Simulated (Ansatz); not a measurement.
A geometry of Al₂Cu away from equilibrium: step 3 of the relaxation of a relaxed Al2Cu cell shaken by Gaussian noise of σ = 0.08 Å a coordinate. Level of theory: PBE (plane waves to 420 eV, PAW, scalar-relativistic; Ansatz, a first-principles code). Γ-centred k-mesh 7×7×7 on the run's cell (coarser than for final values), Fermi–Dirac smearing 0.05 eV.

```xyz
9
Lattice="0.0683 3.8031 5.4677 3.4441 0.0231 5.4944 3.4607 3.8563 0.0057" Properties=species:S:1:pos:R:3:forces:R:3 pbc="T T T" free_energy=-23100.407 pressure_GPa=-0.2
Al     3.0887     2.0127     2.5998    0.0798    0.0184   -0.2409
Al     0.3913     2.0512     2.9354    0.0300   -0.0200    0.2084
Al     2.1576     3.3891     6.8664    0.0107   -0.0400   -0.0407
Al     4.8379     3.4186     4.0435   -0.0414    0.0137    0.0796
Al     2.0534     4.2699     4.0616   -0.0557    0.0497    0.0397
Al     4.9871     4.3116     6.9072    0.0638   -0.0007   -0.0419
Cu     1.9789     1.8568     4.8746    0.2861    0.1008    0.0030
Cu     1.5520     1.8981     0.6183   -0.4346    0.0407   -0.0176
Cu     0.0047    -0.2379    -0.0472    0.0613   -0.1625    0.0103
```

Positions in Å, forces in eV/Å, free energy of the cell in eV (comparable only within this code, potentials and settings). Largest force: 0.44 eV/Å, on Cu8 (atoms numbered as listed); the geometry lies 0.10 eV/atom above the end of its relaxation.

No spin polarisation in the result.

The end of the path is a generated cell of Al2Cu: the first start was made by a random draw of sites in a space group, and the end was not matched to a known phase here, so it may be hypothetical. Known forms of Al2Cu include space group No. 140.
